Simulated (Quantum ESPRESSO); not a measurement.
**Electric field gradients in SnSe$_{2}$ (changed cell)**

```yaml
crystal:
  lattice:
    - [3.84190, 0.00000, 0.00000]
    - [-1.92095, 3.32718, 0.00000]
    - [0.00000, 0.00000, 6.48588]
  atoms:
    - { symbol: Sn, position: [0.00000, 0.00000, 0.00000] }
    - { symbol: Se, position: [0.66667, 0.33333, 0.76327] }
    - { symbol: Se, position: [0.33333, 0.66667, 0.23673] }
```
The cell was made here from a computed Materials Project entry: Se2 and its equivalents moved by 0.04 Å along (0.00, 0.00, 1.00), space group kept. The parent is SnSe2 in P-3m1; whether this form has been observed was not checked. Stability against distortions was not tested. The layers lie 3.4 Å apart; this gap hangs on dispersion, and neither it nor the stacking was checked against the measured crystal.

Computed: field gradients by a PBE PAW density (pw.x of a modified build of Quantum ESPRESSO, JTH datasets) with the all-electron reconstruction of Petrilli and co-workers, 20 Ha, k-mesh 7×7×4 through Γ.

| site | site symmetry | Vzz (a.u.) | η_Q | ∣C_Q∣ (MHz) |
|---|---|---|---|---|
| Sn (atom 1) | -3m | 0.029 | 0.00 | – |
| Se (atoms 2, 3) | 3m | -1.061 | 0.00 | – |

Convention: |Vzz| is the largest principal value, η_Q = (Vxx − Vyy)/Vzz, |C_Q| = |eQVzz/h|. Cores are frozen. Sn, Se had no test against all-electron runs. Spin–orbit coupling is left out, a limit on Sn. The structure is static (0 K, no zero-point motion).
